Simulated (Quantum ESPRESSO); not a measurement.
FeB$_{2}$ has the orthorhombic space group Pnma (No. 62), Pearson symbol oP12. Cell: a = 4.8204 Å, b = 4.8080 Å, c = 3.7418 Å, α = β = γ = 90.00°. B on 8d has 1 B at 1.738 Å and 1 B at 1.867 Å and 2 B at 2.164 Å and 5 Fe at 2.032–2.229 Å. Fe on 4c is surrounded by 10 B at 2.032–2.229 Å and 4 Fe at 2.584–2.588 Å. (Neighbours: up to the widest gap in distance over summed covalent radii, below 1.35, at either atom.)

The geometry is that of Materials Project entry mp-1101938, symmetrised and not relaxed again.

Problem. What does PBEsol (Quantum ESPRESSO, PseudoDojo norm-conserving, 90 Ry, scalar-relativistic) give for the electronic structure near the Fermi level?

Solution. The PBEsol gap is indirect, 0.43 eV, from S to U; the smallest direct gap is 0.57 eV. Another conduction extremum on the path lies within 0.02 eV, too close to call. 

The structure is a Materials Project entry; no match was found in the copy of COD used, and its stability was not checked.

The runs are not spin-polarised; magnetic order was not tried.

Letters of k points follow the standard setting of the lattice, whose axes may be ordered differently from the printed cell.
